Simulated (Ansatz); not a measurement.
Ansatz run, LaAsH

input.yaml (Ansatz 0.2.0)

```yaml
crystal:
  lattice:
    - [4.288596, 0.0, 0.0]
    - [0.0, 4.288596, 0.0]
    - [0.0, 0.0, 6.988067]
  atoms:
    - { symbol: La, position: [0.0, 0.5, 0.19] }
    - { symbol: La, position: [0.5, 0.0, 0.81] }
    - { symbol: H, position: [0.0, 0.0, 0.0] }
    - { symbol: H, position: [0.5, 0.5, 0.0] }
    - { symbol: As, position: [0.0, 0.5, 0.68] }
    - { symbol: As, position: [0.5, 0.0, 0.32] }
  symmetry: { tolerance: 0.0003 }
kpoints:
  mp_grid: { grid: [8, 8, 5], shift: [0, 0, 0] }
  band_path:
    path:
      - [0.0, 0.0, 0.0]
      - [0.0, 0.5, 0.0]
      - [0.5, 0.5, 0.0]
      - [0.0, 0.0, 0.0]
      - [0.0, 0.0, 0.5]
      - [0.0, 0.5, 0.5]
      - [0.5, 0.5, 0.5]
      - [0.0, 0.0, 0.5]
      - [0.0, 0.5, 0.0]
      - [0.0, 0.5, 0.5]
      - [0.5, 0.5, 0.0]
    npoints: 6
magnetization:
  spin_polarized: false
scf:
  occupations: { method: fermi_dirac }
  lower_state_search: "off"
  max_iter: 200
hamiltonian:
  pseudopotentials: { kind: paw }
  xc: r2scan
  hubbard:
    projectors: all-electron-ortho-atomic
    sites: [{ species: La, l: f, u_eff: 1.42 }]
basis:
  ecutwfc: 500
  fft_grid_basis: typed
output:
  forces: true
  stress: true
  eigenvalues: true
  bader: true
  populations: true
  elf: true
  write_potential: true
  volumetric_format: npy
  dos:
    e_range: [-12, 8]
    de: 0.05
    projected: { site_lists: { As: [As], H: [H], La: [La] } }
checkpoint:
  read: saved_state
```

The saved state is an earlier solution for the same cell, perhaps on another mesh. 

Parts of the output:

```
La: projections on atomic orbitals take those of the free atom [Kr 4d10] 4f0 5s2 5p6 5d1 6s2, of charge +0.00 (hamiltonian.pseudopotentials.projection_atoms); the dataset's partial waves leave at most 1.9e-5 of an orbital's norm unspanned inside its sphere
H: projections on atomic orbitals take those of the free atom 1s1, of charge +0.00 (hamiltonian.pseudopotentials.projection_atoms); the dataset's partial waves leave at most 1.2e-11 of an orbital's norm unspanned inside its sphere
As: projections on atomic orbitals take those of the free atom [Ar] 3d10 4s2 4p3, of charge +0.00 (hamiltonian.pseudopotentials.projection_atoms); the dataset's partial waves leave at most 1.7e-6 of an orbital's norm unspanned inside its sphere
Pseudopotentials: kind: paw
Pseudopotential: La, paw, valence charge 11, recommended cutoff 500 eV (meta_gga), La.paw.azcp
Pseudopotential: H, paw, valence charge 1, recommended cutoff 500 eV (meta_gga), H.paw.azcp
Pseudopotential: As, paw, valence charge 15, recommended cutoff 500 eV (meta_gga), As.paw.azcp
Functional definition: r2SCAN
  exchange = r2scan_x(k0 = k0, k1 = k1, a1 = a1)
  correlation = r2scan_c
Crystal: 6 atoms, lattice volume = 128.525 Å³
Basis set: ecut = 500 eV, 3233 PW (Γ), exchange–correlation on 128×128×216 points (64 copies of the dense FFT grid, shifted against one another)
Bands: 33, of which v1, the nominal top of the filled ones, is band 27 counted from 1 (26 counted from 0)
Symmetry: 16 space group operations
Space group: P4/nmm (ITA 129), of the structure as read, at distance tolerance 1.5e-3 Å
k-points: 45 of 320
Initial density: read from a saved state, or passed on in memory by an earlier SCF of this step, an earlier step, the calling program or the single point that the run made first
Functional: x = r2scan, c = r2scan; τ floored in thin density (d = 2e-4 eV/Å³)
SCF iter   1: F=-22295.6076 eV  Δρ=1.77e-3  dr2=1.64e-3  dr2_τ=5.04e-4
SCF iter   2: F=-22295.6083 eV  Δρ=9.43e-4  dr2=5.03e-4  dr2_τ=8.49e-5
SCF iter   3: F=-22295.6086 eV  Δρ=1.35e-4  dr2=2.39e-5  dr2_τ=6.09e-7
SCF iter   4: F=-22295.6086 eV  Δρ=7.62e-5  dr2=5.79e-6  dr2_τ=2.47e-7
SCF iter   5: F=-22295.6086 eV  Δρ=1.78e-5  dr2=6.38e-7  dr2_τ=1.73e-8
SCF iter   6: F=-22295.6086 eV  Δρ=5.95e-6  dr2=1.10e-7  dr2_τ=8.81e-10
SCF iter   7: F=-22295.6086 eV  Δρ=1.38e-6  dr2=1.02e-8  dr2_τ=8.18e-11
Free energy (F): -22295.6086 eV
Harris-Foulkes:  -22295.6086 eV  (|F-HF|=3.94e-9)
Internal energy: -22295.4926 eV  (E = F + TS)
E sigma→0 (E₀):  -22295.5506 eV
Entropy (-TS):   -0.1160 eV (-19.334 meV/atom)
Fermi energy:    8.7209 eV
--- Per-component energies (eV) ---
  E_band       = -622.2909
  E_kinetic    = 610.9062
  E_local      = -4530.3083  (includes V_loc(G=0)·N_el)
  E_nonlocal   = -1151.8322
  E_hartree    = 2310.0972
  E_xc         = -429.6152
  E_vxc        = -512.0928  (∫ρ·V_xc dr)
  E_hubbard    = 0.1997  (on-site DFT+U / exact-exchange correction)
  E_vhub       = 0.1974  (the Hubbard potential's part of the band-sum identity)
  E_paw        = -14570.1102  (= ΣΔE_a)
  E_vpaw       = 314.8948  (= ΣTr[D̂ρ^β])
  E_aug_tail   = -0.0008  (compensation charges beyond the density's cutoff)
  E_vtau       = 25.7497  (kinetic-family band-sum trace: ∫τ·v_τ [+ j·A + Jᵃ·Aᵃ] dr)
  E_ewald      = -4532.0513
  E_core_change = -2.7778  (= ΣΔE_core)
  E_smearing   = -0.1160  (= −TS)
--- Forces (eV/Å), atoms counted from 1 ---
  atom   1  La     0.0000     0.0000     0.5312
  atom   2  La     0.0000     0.0000    -0.5312
  atom   3  H      0.0000     0.0000     0.0000
  atom   4  H      0.0000     0.0000     0.0000
  atom   5  As     0.0000     0.0000     0.2243
  atom   6  As     0.0000     0.0000    -0.2243
--- Stress (GPa, compression-positive) ---
       -3.4682       0.0000       0.0000
        0.0000      -3.4682       0.0000
        0.0000       0.0000      -5.2806
  P = ⅓ Tr σ = -4.0724 GPa (-40.724 kbar)
--- Löwdin populations: 6 sites ---
  site symbol       q [e]
     0     La     10.4734
     1     La     10.4734
     2      H      1.1754
     3      H      1.1754
     4     As     15.3233
     5     As     15.3233
  spilling = 0.0010 (of n_electrons = 54.0000)
--- Bader charges: 6 sites ---
  site symbol  charge [e]  shift [e]
     0     La      1.7289     0.0000
     1     La      1.7289     0.0000
     2      H     -0.6157     0.0000
     3      H     -0.6157     0.0000
     4     As     -1.1133     0.0000
     5     As     -1.1133     0.0000
```

Absolute energies hang on the potentials; compare differences alone.

Origin: a known structure type with other elements, at an estimated volume, so it need not be a known compound. Caveats: many states at the Fermi level without spin polarisation, so a magnetic state may lie lower; a Hubbard term without moments, so a magnetic state may lie lower.
